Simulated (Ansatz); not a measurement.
**AlIn2 (P6/mmm)**

Level of theory: DFT PBE, scalar-relativistic, plane waves, PAW in Ansatz 0.2.0.

Cutoff 420 eV; k points 12×12×16 on the computed 3-atom cell (Γ-centred); Gaussian smearing, width 0.10 eV; no spin polarisation.

The structure is relaxed at this level of theory with its symmetry kept, and needn't be the ground state of this composition.

```
CELL_PARAMETERS angstrom
5.38686 0.00000 0.00000
-2.69343 4.66516 0.00000
0.00000 0.00000 3.00177
ATOMIC_POSITIONS crystal
Al 0.00000 0.00000 0.50000
In 0.33333 0.66667 0.50000
In 0.66667 0.33333 0.50000
```

```json
{
 "Space group": "P6/mmm (No. 191)",
 "Volume per atom": "25.15 Å³",
 "Formation energy from the elements' standard states (uncorrected)": "+0.202 eV/atom",
 "Kohn–Sham band gap": "none (metal)",
 "Density of states at the Fermi level": "1.8 states/eV per cell",
 "Orbital (Löwdin) character within 0.5 eV of the Fermi level": "In 5p 50 %, Al 3p 31 %, In 5s 11 %",
 "Bader charge by site (e)": "Al (1 in the cell) 0.13, In (2 in the cell) -0.06"
}
```

Another cell of AlIn2 relaxed alike, in I4/mcm, lies 119 meV/atom lower, so this cell isn't the stable form at this level.

The cell was found from a structure generator's guess, not taken from experiment. Löwdin shares on free-atom orbitals overweight diffuse shells.
